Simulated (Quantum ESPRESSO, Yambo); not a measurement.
A free-standing CdClOH monolayer (symmetry P3m1, slab cell 16.5 Å high) under biaxial strain (in the plane), counted from the cell relaxed with PBEsol, atoms relaxed at each step. norm-conserving PBEsol (Quantum ESPRESSO, 102 Ry, no spin-orbit coupling); G0W0 in Yambo (6×6×1 Γ-centred k mesh, bands 5 to 100 and a 6 Ry block in the screening, 100 bands in G with the Bruneval-Gonze terminator, plasmon pole fitted at 27.2 eV, slab-truncated Coulomb interaction, stochastic integration of W near q = 0).

```tsv
strain s (%)	PBEsol direct gap at Γ (eV)	G0W0 direct gap at Γ (eV)
-3	?	?
-1.5	2.373	5.080
0	2.478	5.215
+1.5	2.564	5.317
+3	2.644	5.408
+5	2.734	5.506
```

Question: Fit a parabola in s to each column by least squares and predict the withheld row.

Answer: PBEsol: E = 2.475 + 0.0637 s − 0.0024 s² (largest residual 2 meV), giving 2.263 eV at s = -3; the run gave 2.269 eV, a miss of 7 meV. G0W0: E = 5.210 + 0.0788 s − 0.0040 s² (largest residual 5 meV), giving 4.937 eV at s = -3; the run gave 4.957 eV, a miss of 20 meV. The withheld row lies outside the fitted range, so this is an extrapolation. The GW settings are held fixed; their convergence isn't established. The screening block changes size along the series (319 vectors at -3 %, 319 vectors at -1.5 %, 343 vectors at +0 %, 355 vectors at +1.5 %, 355 vectors at +3 %, 355 vectors at +5 %), which puts steps into the G0W0 values. Spin-orbit splittings are left out.

This is a model layer cut from the bulk structure; whether it is stable on its own was not checked.
